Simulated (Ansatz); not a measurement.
## ZrMoC2: do energies and stresses tell the same story?

All numbers below come from Ansatz, DFT r2SCAN, scalar-relativistic, plane waves, PAW.

Settings: cutoff 500 eV, Γ-centred mesh 15×15×15 on the computed 4-atom cell, Gaussian smearing of 0.10 eV; no spin polarisation.

Relaxed cell: R-3m, a = 3.189 Å, b = 3.189 Å, c = 15.678 Å, α = 90.00°, β = 90.00°, γ = 120.00°, 4 atoms in the primitive cell. Whether it is the stable form of this composition wasn't checked.

Energies at zero smearing and pressures from the stress tensor, at volumes with shape and atoms relaxed:
```csv
V (Å³/atom),E − E(first) (meV/atom),P (GPa)
10.818,0.00,20.22
11.163,-31.50,9.33
11.508,-41.26,0.00
11.854,-32.39,-7.99
12.199,-7.59,-14.83
```

**Question.** Check P = −dE/dV between neighbouring volumes, and get the bulk modulus from the pressures alone.

**Answer.** With 1 eV/Å³ = 160.2 GPa:
```csv
middle V (Å³/atom),−ΔE/ΔV (GPa),mean P (GPa)
10.990,14.618,14.776
11.336,4.528,4.663
11.681,-4.113,-3.996
12.026,-11.508,-11.409
```

The two differ by 0.16 GPa at most. The mean of two end pressures misses the average over a step by about ΔV² P″/12, up to 0.14 GPa here; with that taken off 0.02 GPa remains. Around V = 11.508 Å³/atom, the two neighbours give B = −V ΔP/ΔV = 11.508 × 17.32 / 0.690 = 288.6 GPa, against B0 = 287.4 GPa from the Birch–Murnaghan fit of the energies.